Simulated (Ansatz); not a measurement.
Au: axial (c/a) deformation path

The calculation used Ansatz 0.2.0, DFT PBEsol, scalar-relativistic, plane waves, PAW. The runs took a 420 eV cutoff, a Γ-centred 24×24×14 mesh and Gaussian smearing (0.15 eV). Spin–orbit coupling is left out, which can shift energies with elements as heavy as these. No spin polarisation. Energies are free energies at this smearing, counted from the undisturbed cell; pressure is positive in compression.

The starting cell (relaxed at this level; this form isn't the usual structure):

```
CELL_PARAMETERS angstrom
2.86519 0.00000 0.00000
-1.43260 2.48133 0.00000
0.00000 0.00000 4.79058
ATOMIC_POSITIONS crystal
Au 0.33333 0.66667 0.75000
Au 0.66667 0.33333 0.25000
```

At fixed volume and fractional coordinates, lengths along (0.000, 0.000, 1.000) are scaled against those across it; ρ is that ratio over its starting value. The cell is metallic on the mesh throughout.

```csv
ρ,ΔE (meV/atom),pressure (GPa)
0.800,147.3,7.5
0.850,?,?
0.920,23.6,1.0
0.960,5.7,0.1
1.000,0.0,0.0
1.050,6.7,0.7
1.100,30.1,2.6
1.200,?,?
1.300,289.6,19.3
```

**Question.** Give the withheld values.

**Answer.** ΔE (meV/atom) at ρ = 0.850: 83.2; pressure (GPa) at ρ = 0.850: 4.1; ΔE (meV/atom) at ρ = 1.200: 132.7; pressure (GPa) at ρ = 1.200: 9.1.

Cost: 9 runs of about 1.2 core-minutes in all, on Intel Xeon 6975P-C (Granite Rapids) (shared hosts).